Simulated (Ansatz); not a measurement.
Al3Pd2 (La2O3 or Ni2Al3 type, P-3m1), DFT-r²SCAN in the program Ansatz with PAW potentials, all energies at zero smearing, with the estimated change up to a 700 eV cutoff added, with one set of potentials and settings (totals compare only within such a set). Cell of 5 atoms (3 Al, 2 Pd): -15596.771 eV.

```tsv
element	reference phase	E (eV/atom)
Al	Fm-3m, 1 atoms in the cell	-540.4083
Pd	Fm-3m, 1 atoms in the cell	-6985.7456
```

Formation energy per atom, worked out: (-15596.771 − 3×(-540.4083) − 2×(-6985.7456))/5 = -0.811 eV/atom (-78 kJ per mol of atoms), at 0 K, without zero-point energy or fitted corrections.

The first step of the workflow began from a Materials Project structure, measured or hypothetical; the Crystallography Open Database copy checked does not list it. Its standing as an ambient phase is unchecked. The r²SCAN relaxation kept the symmetry of its start; its stability against distortions is not shown here. The run is not spin-polarised. The references are the lowest solids computed at this level, not always the standard phases.

Potentials: the later of the program's two PAW sets.
